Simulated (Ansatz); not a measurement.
InAg$_{3}$: a fit and a missing row

InAg$_{3}$, Pm-3m, a = 4.186 Å. The structure is a COD entry; whether it is the stable form wasn't checked. Ansatz: r2SCAN, PAW, 500 eV, Γ-centred 10×10×10 mesh on 4 atoms, Gaussian smearing 0.10 eV; no spin polarisation. Symmetry fixes shape and atoms, so the cell is only scaled; pressure is positive in compression.

```tsv
V (Å³/atom)	P (GPa)
17.238	6.76
17.788	3.01
18.338	0.00
18.889	?
19.439	-4.42
```

Task: Take V0 = 18.338 Å³/atom, fit the third-order Birch–Murnaghan form to the other rows, and predict the missing pressure.

Result: With the Eulerian strain f = ½[(V0/V)^(2/3) − 1] and y = P/[3f(1 + 2f)^(5/2)], the form is the line y = B0 + 1.5 B0 (B0′ − 4) f. Rows (f, y): 0.02105, 96.6; 0.01025, 93.0; -0.01906, 85.2. Means f = 0.004080, y = 91.600; Σ(Δf)² = 0.0008615, ΣΔfΔy = 0.2416; the slope is their ratio. y = 90.46 + 280.4 f GPa, so B0 = 90.5 GPa and B0′ = 4 + 2 × (280.4)/(3 × 90.46) = 6.07. At V = 18.889, f = -0.00977, y = 87.72 and P = -2.45 GPa. The run gave -2.44 GPa, so the fit is 0.01 GPa too low, within twice the rms miss on the fitted rows (0.010 GPa).